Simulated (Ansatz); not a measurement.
AgI:
```
CELL_PARAMETERS angstrom
      4.56021     0.00000     0.00000
     -2.28011     3.94926     0.00000
      0.00000     0.00000     7.45216
ATOMIC_POSITIONS crystal
  I  0.33333 0.66667 0.00253
  I  0.66667 0.33333 0.50253
  Ag 0.33333 0.66667 0.62747
  Ag 0.66667 0.33333 0.12747
```

This is the PBEsol-relaxed structure. Tensor components refer to the Cartesian frame of this cell.

### Question
All from plane-wave PAW PBEsol (Ansatz code), unless another level is named. Estimate the Debye temperature from the elastic constants.

### Answer
110 K.

### Question
Give the piezoelectric stress constants (proper, relaxed ions, C/m²).

### Answer
e15 = e24 = -0.09, e31 = e32 = -0.12, e33 = 0.20.

### Question
Give the elastic constants (relaxed ions, GPa).

### Answer
C11 = 42.8, C12 = 30.8, C13 = 27.8, C33 = 48.2, C44 = 5.4.

Space group P6_3mc (wurtzite). The cell was relaxed with PBEsol under the symmetry of its start. No spin polarisation was allowed. Scalar-relativistic: spin–orbit coupling is off unless named, which matters more the heavier the elements.

Potentials: the later of the program's two PAW sets.
